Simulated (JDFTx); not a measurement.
surface: Hf(1 1 -2 0)
bulk: Hf, P6_3/mmc, lattice of mp-103 (not re-optimised)
slab: 12 atoms in 6 planes, 1x1, 8.0 Å between the outermost planes
in-plane cell: 5.045 × 5.529 Å, 27.90 Å²
cell height: 24.0 Å
sampling: 4×4×1 k mesh, Fermi smearing 0.01 Ha, no spin polarisation

Level of theory: PBE, GBRV ultrasoft potentials, plane waves to 20/100 Ha; code: JDFTx (a modified build). Vacuum. The outer atoms relax from bulk positions, keeping the cell's symmetry; the lattice is not PBE's own optimum in this code, and that strain can shift the moves by a few hundredths of an ångström. Input:

```
lattice \
  9.5337438878 0.0000000000 0.0000000000 \
  0.0000000000 10.4489840191 0.0000000000 \
  0.0000000000 0.0000000000 45.3534269910
coords-type Lattice
ion Hf 0.2500000000 0.1666666670 -0.1662697880 1
ion Hf 0.7500000000 0.8333333330 -0.1662697880 1
ion Hf 0.2500000000 0.6666666670 -0.0997618730 0
ion Hf 0.7500000000 0.3333333330 -0.0997618730 0
ion Hf 0.2500000000 0.1666666670 -0.0332539580 0
ion Hf 0.7500000000 0.8333333330 -0.0332539580 0
ion Hf 0.2500000000 0.6666666670 0.0332539580 0
ion Hf 0.7500000000 0.3333333330 0.0332539580 0
ion Hf 0.2500000000 0.1666666670 0.0997618730 0
ion Hf 0.7500000000 0.8333333330 0.0997618730 0
ion Hf 0.2500000000 0.6666666670 0.1662697880 1
ion Hf 0.7500000000 0.3333333330 0.1662697880 1
ion-species pseudo/hf_pbe_v1.upf
elec-cutoff 20 100
elec-ex-corr gga-PBE
coulomb-interaction Slab 001
coulomb-truncation-embed 0 0 0
kpoint-folding 4 4 1
elec-smearing Fermi 0.01
lcao-params 10
elec-n-bands 91
electronic-scf nIterations 100 energyDiffThreshold 1e-07
ionic-minimize nIterations 10 energyDiffThreshold 1e-5 knormThreshold 4e-4
dump-name vac.$VAR
dump End State Ecomponents EigStats BandEigs Forces ElecDensity IonicPositions Fillings Kpoints Dtot
```

Task: How far do the free atoms of the upper face move along the normal, and how much energy is released?

Result: Hf (atom 11) -0.11 Å, Hf (atom 12) -0.11 Å (positive: outward). The free energy falls by 0.237 eV per cell, 68 mJ/m².
